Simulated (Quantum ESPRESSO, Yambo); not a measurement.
## Levels of theory for the gap of RbMo2AlO8

RbMo2AlO8 (space group P-3m1, No. 164): one geometry, one set of norm-conserving PBEsol (Quantum ESPRESSO, 84 Ry, scalar-relativistic) orbitals, self-energies from Yambo (3×3×2 Γ-centred k mesh, bands 3 to 230 and a 6 Ry block in the screening, 230 bands in G with the Bruneval-Gonze terminator, plasmon pole fitted at 27.2 eV).

The geometry is that of Materials Project entry mp-1209248, symmetrised and not relaxed again.

```
level                                                        gap Γ → Γ (eV)                   rough Yambo cost
-----------------------------------------------------------  --------------  ---------------------------------
PBEsol (Quantum ESPRESSO)                                              3.68                                  –
exchange only (Hartree-Fock self-energy on PBEsol orbitals)           13.99               about 1/9 (8 states)
static COHSEX@PBEsol                                                   7.17  within a factor of two (2 states)
G0W0@PBEsol, plasmon pole                                              6.34                       1 (8 states)
```

Bare exchange has no screening and gives the widest gap; static COHSEX screens it but leaves out the frequency dependence, which G0W0 restores.

Costs are rough ratios of core time on shared machines.

Nearest settings tried, and what they do to the gap: 154 bands in W, 154 bands in G: +52 meV; 2 Ry block (73 vectors against 365): +428 meV. Not varied: mesh. So the settings aren't converged at that level.

Spin-orbit splittings are left out.

The structure is a Materials Project entry; no match was found in the copy of COD used, and its stability was not checked.
